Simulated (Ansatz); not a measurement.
Given:

Ge:
```xyz
4
Lattice="-3.4013 3.4013 3.4013 3.4013 -3.4013 3.4013 3.4013 3.4013 -3.4013" Properties=species:S:1:pos:R:3 pbc="T T T"
Ge     2.5510     0.8503    -0.8503
Ge     0.8503    -0.8503     2.5510
Ge    -0.8503     2.5510     0.8503
Ge     0.8503     0.8503     0.8503
```

This is the PBEsol-relaxed structure.

### Question
All from DFT-PBEsol in the program Ansatz with PAW potentials, unless another level is named. Estimate the electronic character.

### Answer
metallic (no gap).

### Question
Give the density of states at the Fermi level.

### Answer
0.75 states/eV per atom (mean over ±0.08 eV).

### Question
Next, the gap with spin–orbit coupling?

### Answer
none (metallic).

Space group I4_132. The start of the workflow was typed in or built on a structure type; neither database checked (COD, Materials Project) lists it. It is not the phase usual at ambient conditions (space group No. 227). The PBEsol relaxation kept the symmetry of its start. At this level the phase is mechanically unstable. The volume moved by 44 % from the start of the relaxation. Spin–orbit coupling is left out wherever it is not named.

Potentials: the later of the program's two PAW sets.
